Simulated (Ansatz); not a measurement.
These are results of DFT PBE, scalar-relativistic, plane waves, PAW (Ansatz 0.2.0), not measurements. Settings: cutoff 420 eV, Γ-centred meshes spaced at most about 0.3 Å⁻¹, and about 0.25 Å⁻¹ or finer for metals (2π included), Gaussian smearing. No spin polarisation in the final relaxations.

Temperature and zero-point effects are left out.

Two forms of BiSbTe2S were relaxed alike.

A.

```xyz
5
Lattice="5.3795 0.0000 0.0000 -2.6897 4.6588 0.0000 0.0000 0.0000 6.2300" Properties=species:S:1:pos:R:3 pbc="T T T"
Sb    0.0000    3.1058    3.1150
Bi    0.0000    3.1058    0.0000
Te    2.6897    1.5529    3.1150
Te    0.0000    0.0000    0.0000
S     2.6897    1.5529    0.0000
```

B.

```xyz
5
Lattice="4.1991 0.0000 0.0000 -2.0996 3.6365 0.0000 0.0000 0.0000 10.0105" Properties=species:S:1:pos:R:3 pbc="T T T"
Sb    0.0000    0.0000    3.5141
Bi    2.0996    1.2122    6.4059
Te    0.0000    0.0000    8.2430
Te    2.0996    1.2122    1.7714
S     0.0000    2.4244    0.0867
```

**Question.** Which would you expect to be lower, and how large is the difference?

**Answer.** B is lower, by 118 meV/atom. A has space group P-6m2 (No. 187), 31.2 Å³/atom and no gap on its mesh; B has space group P3m1 (No. 156), 30.6 Å³/atom and a gap of 0.07 eV. The shortest distance is 3.11 Å (Bi–S, Bi–Te and Sb–Te) in A and 2.95 Å (Te–S) in B. Even the lower one lies +0.07 eV/atom against the reference forms of the elements (uncorrected), so neither is stable at this level. In A, around Sb lie 3 Te at 3.11 Å and 2 Bi at 3.12 Å; Bi is surrounded by 3 Te at 3.11 Å, 3 S at 3.11 Å and 2 Sb at 3.12 Å; around Te on its first site lie 3 Sb at 3.11 Å and 2 S at 3.12 Å; around S lie 5 Te at 3.11–3.12 Å and 3 Bi at 3.11 Å; 1 more site not described. In B, around Sb lie 3 Te at 2.99 Å; around Bi lie 3 Te at 3.04 Å; around Te on its first site lie 3 Bi at 3.04 Å and 3 S at 3.05 Å; S is surrounded by 6 Te at 2.95–3.05 Å; 1 more site not described. Both come from invented guesses.

No dispersion correction is applied, so the spacing and binding between layers, chains or molecules are poorly described (P3m1), and this can change margins and order among such cells. These runs have no spin–orbit coupling, which can matter for Bi, Sb and Te. Cells relaxed within their symmetry can be saddle points.
